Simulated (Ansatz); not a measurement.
# Is this In4Sb3As structure a true minimum?

The structure comes from a generated guess, relaxed at this level; another structure or a mixture of phases may lie lower.

The calculation used DFT PBE, scalar-relativistic, plane waves, PAW (Ansatz 0.2.0). Plane waves to 420 eV, a k mesh through Γ of 6×6×6 on the computed 8-atom cell and Gaussian smearing (0.10 eV); no spin polarisation.

The cell below (8 atoms, space group P-43m (No. 215)) is relaxed within its symmetry.

```cif
data_structure
_symmetry_space_group_name_H-M 'P 1'
_symmetry_Int_Tables_number 1
_cell_length_a 6.5262
_cell_length_b 6.5262
_cell_length_c 6.5262
_cell_angle_alpha 90.000
_cell_angle_beta 90.000
_cell_angle_gamma 90.000
_cell_volume 277.96
loop_
_atom_site_label
_atom_site_type_symbol
_atom_site_fract_x
_atom_site_fract_y
_atom_site_fract_z
_atom_site_occupancy
In1 In 0.24166 0.75833 0.24166 1
In2 In 0.24166 0.24166 0.75833 1
In3 In 0.75833 0.75833 0.75833 1
In4 In 0.75833 0.24166 0.24166 1
Sb1 Sb 0.00000 0.50000 0.50000 1
Sb2 Sb 0.50000 0.50000 0.00000 1
Sb3 Sb 0.50000 0.00000 0.50000 1
As1 As 0.00000 0.00000 0.00000 1
```

For the test it was strained at random (σ = 1.5 % a component), the atoms were moved at random (σ = 0.10 Å), and all was relaxed again on a coarse 4×4×4 mesh (in the run’s order of axes) with 0.20 eV smearing, with no symmetry imposed.

These runs have no spin–orbit coupling, which can matter for Sb.

Task: What happens?

Result: It returns, within 1 meV/atom of the unmoved cell on that mesh and with the same symmetry when read at 0.1 Å (Cm at 0.01 Å, so small strains and shifts remain). No instability shows in this cell; modes of other wave vectors, which need another repeat, aren't tested.
